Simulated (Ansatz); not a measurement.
**Ca (dhcp): energy against volume**

All numbers below come from DFT, PBEsol, plane waves (420 eV) with PAW, scalar-relativistic in Ansatz. (PAW data from PBE, frozen cores regenerated.)

The cell is scaled uniformly from the relaxed one, with fractional coordinates and shape fixed. Energies are extrapolated to zero smearing, pressures are those at the given smearing. Magnetic state: spin not included.

A Birch-Murnaghan fit gives V₀ = 40.68 Å³/atom, B₀ = 18.0 GPa, B₀′ = 3.2.

What are the energy above the minimum and the pressure at 37.455 Å³/atom?

16.1 meV/atom and 1.72 GPa as computed.

What are the energy above the minimum and the pressure at 42.340 Å³/atom?

3.6 meV/atom and -0.66 GPa as computed.

What are the energy above the minimum and the pressure at 43.969 Å³/atom?

13.4 meV/atom and -1.22 GPa as computed.
